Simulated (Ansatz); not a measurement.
The elements of this relaxed trial crystal are hidden behind letters.

```
lattice vectors (Å)
  -1.9735    1.9735    8.3829
   1.9735   -1.9735    8.3829
   1.9735    1.9735   -8.3829
fractional positions
X 0.0000 0.0000 0.0000
X 0.6625 0.6625 0.0000
X 0.3375 0.3375 0.0000
Z 0.5813 0.0813 0.5000
Z 0.9187 0.4187 0.5000
Q 0.2500 0.7500 0.5000
```

Computed with DFT PBE, scalar-relativistic, plane waves, PAW in Ansatz 0.2.0. The final run on the 6-atom cell used 420 eV, a Γ-centred 10×10×10 mesh, 0.02 eV smearing and no spin polarisation.

```
Space group                                 : I-4m2 (No. 119)
Conventional cell                           : a = 3.947 Å, c = 16.766 Å
Volume per atom                             : 21.77 Å³
Density                                     : 4.40 g/cm³
Formation energy                            : −0.398 eV/atom
Gap on the 10×10×10 mesh of the 6-atom cell : 1.04 eV
```

Energies are uncorrected and count from the elements' standard states at the same level.

Question: X is a p-block element of period 4, Z is a p-block element of period 3 and Q is a p-block element of period 4. Which elements are they?

Answer: X = Ga, Z = P, Q = As, so the formula is Ga3AsP2. Density times volume gives a mean mass of 4.40 × 21.77/1.6605 = 57.7 u per atom, and this set has 57.7 u. Ga on a site of symmetry -4m2 has 4 P at 2.40 Å; P has 4 Ga at 2.40 Å; As has 4 Ga at 2.46 Å; 1 more site not described. Other sets within the hints have nearly the same mass, so mass alone doesn't settle it; this one was computed.

Kohn–Sham gaps at this level usually fall short of measured ones. A structure relaxed within its symmetry needn't be a true minimum.
